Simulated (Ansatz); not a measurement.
AlPd:
```
AlPd
1.0
    0.00000     2.54440     2.54440
    2.54440     0.00000     2.54440
    2.54440     2.54440     0.00000
Pd Al
1 1
Direct
  0.00000   0.00000   0.00000
  0.50000   0.50000   0.50000
```

Relaxed with r²SCAN. Special points in fractions of this cell's reciprocal vectors: Γ (0.000, 0.000, 0.000); X (0.500, 0.000, 0.500); U (0.625, 0.250, 0.625); K (0.375, 0.375, 0.750); L (0.500, 0.500, 0.500); W (0.500, 0.250, 0.750).

Q: List the band energies nearest the Fermi level at these points for r²SCAN (plane waves, PAW; program Ansatz).

A: In eV from the Fermi level; about four levels below and three above (degenerate sets whole), none deeper than 8.9 eV; … stands for higher levels left out; points with the same levels are listed once.

```csv
k,below,above
Γ,-4.02 -4.02 -4.02 -3.95 -3.95,5.92 5.92 5.92
X,-3.28 -2.76 -2.76 -0.17,1.51 1.51 6.15
U,-3.98 -2.92 -1.28 -1.06,0.10 3.03 7.18
L,-4.63 -4.63 -3.03 -3.03 -1.40,6.99 6.99 7.46
W,-2.76 -0.53 -0.36 -0.36,0.83 …
```

Space group Fm-3m (rock salt). The start of the workflow was typed in or built on a structure type; neither database checked (COD, Materials Project) lists it. Its standing as an ambient phase is unchecked. Symmetry was held in the r²SCAN relaxation. At this level the phase is mechanically unstable. No spin polarisation was allowed. Scalar-relativistic: spin–orbit coupling is off unless named, which matters more the heavier the elements.

Potentials: the later of the program's two PAW sets.
